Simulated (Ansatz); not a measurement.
TlB6H6, one structure, two calculations

Cell: a Materials Project structure (computed, not necessarily an observed phase).

Space group Fm-3 (No. 202); a = 10.6628 Å.

| site | Wyckoff | site symmetry | x | y | z |
| --- | --- | --- | --- | --- | --- |
| Tl | 8c | 23. | 0.2500 | 0.7500 | 0.2500 |
| B | 48h | m.. | 0.8649 | 0.5000 | 0.4172 |
| H | 48h | m.. | 0.2320 | 0.5000 | 0.3601 |

One atom of each set is listed; the run and its k-mesh use a cell of 26 atoms with edges of 7.54, 7.54, 7.54 Å.

First run. All values are calculated (Ansatz; DFT, PBE, plane waves and PAW, scalar-relativistic, 420 eV cutoff, Γ-centred 5×5×5 k-points, Fermi–Dirac smearing 0.05 eV), not measured.

| site | V_zz (10²¹ V/m²) | η |
| --- | --- | --- |
| B | -0.75 | 0.13 |
| H | 1.95 | 0.04 |

Second run. The same atoms and settings, except that spin–orbit coupling is included (fully relativistic PAW files).

**Question.** What does the second run give?

**Answer.** 

```json
{"site": "B", "V_zz": "-0.75", "η": "0.13", "change of V_zz": "0.00"}
{"site": "H", "V_zz": "1.95", "η": "0.04", "change of V_zz": "0.00"}
```

No V_zz moves by more than 0.01. Sites without a gradient aren't listed.
